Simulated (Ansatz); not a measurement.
A generated cell, not matched to a known phase here, of TiTe: Pm-3m (No. 221), cP2, CsCl type; a = 3.3757 Å, b = 3.3757 Å, c = 3.3757 Å, α = 90.00°, β = 90.00°, γ = 90.00°; Ti 1a (0.000, 0.000, 0.000); Te 1b (0.500, 0.500, 0.500). Method: PBEsol (plane waves to 420 eV, PAW, scalar-relativistic; Ansatz, a quantum-chemistry and plane-wave program). Element references, the lowest calculated here: Te (P3₁21), Ti (P6₃/mmc).

Total energies (eV/atom, σ → 0; comparable only within this code, potentials and settings):

```
phase          E (eV/atom)
-------------  -----------
TiTe (Pm-3m)     -4688.229
Te (P3₁21)       -6901.513
Ti (P6₃/mmc)     -2473.897
TiTe2 (P-3m1)    -5426.360
```

Q: What is the formation energy of this Pm-3m form of TiTe from the elements?

A: E_f = -4688.229 − [1 × (-2473.897) + 1 × (-6901.513)] / 2 = -0.52 eV/atom (-1.0 eV per formula unit).

A lower structure of this composition may exist.

Static energies, no anion corrections, no zero-point energy. Values are rounded to 0.01 eV/atom. Not shown to be the ambient phase of their composition (a lower form may be missing, and a cell relaxed within its start's symmetry can be a saddle point): TiTe (Pm-3m). Spin-orbit coupling is missing from these energies, which matters for elements this heavy. The compounds carry no spin polarisation.
